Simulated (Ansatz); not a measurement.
A geometry of ZrO$_{2}$ away from equilibrium: the start of the relaxation of a generated cell, ZrO2 built in the polar-ZrO2 structure type. Computed with PBE (plane waves to 420 eV, PAW, scalar-relativistic; Ansatz, a program for electronic structure). Γ-centred k-mesh 4×4×4 on the run's cell (coarser than for final values), Fermi–Dirac smearing 0.05 eV.

```xyz
12
Lattice="5.2600 0.0000 0.0000 0.0000 5.0680 0.0000 0.0000 0.0000 5.0770" Properties=species:S:1:pos:R:3:forces:R:3 pbc="T T T" free_energy=-21295.761 pressure_GPa=6.2
Zr     0.1578     1.3532     1.2692    0.0043   -0.1806   -0.1515
Zr     5.1022     3.7148     3.8077   -0.0043    0.1806   -0.1515
Zr     2.7878     3.7148     1.2692    0.0043    0.1806   -0.1515
Zr     2.4722     1.3532     3.8077   -0.0043   -0.1806   -0.1515
O      1.8989     0.3446     0.5382    0.1909   -0.1261    0.0330
O      3.3611     4.7234     3.0767   -0.1909    0.1261    0.0330
O      4.5289     4.7234     0.5382    0.1909    0.1261    0.0330
O      0.7311     0.3446     3.0767   -0.1909   -0.1261    0.0330
O      1.2045     2.7215     0.0000    0.0747    0.0006    0.1185
O      4.0555     2.3465     2.5385   -0.0747   -0.0006    0.1185
O      3.8345     2.3465     0.0000    0.0747   -0.0006    0.1185
O      1.4255     2.7215     2.5385   -0.0747    0.0006    0.1185
```

Positions in Å, forces in eV/Å, free energy of the cell in eV (comparable only within this code, potentials and settings). Largest force: 0.24 eV/Å, on Zr1, Zr2, Zr3, Zr4, O5, O6, O7, O8 (atoms numbered as listed); the geometry lies 0.01 eV/atom above the end of its relaxation.

No spin polarisation in the result.

The run could not lose the symmetry of its start; a randomly shaken copy of 12 atoms returns to this structure.

The first start was generated by placing the elements on the sites of a structure type. A measured structure of ZrO2 has the same space group, Pca2₁ (No. 29); the sites were not compared with it. Another known form has space group No. 14.
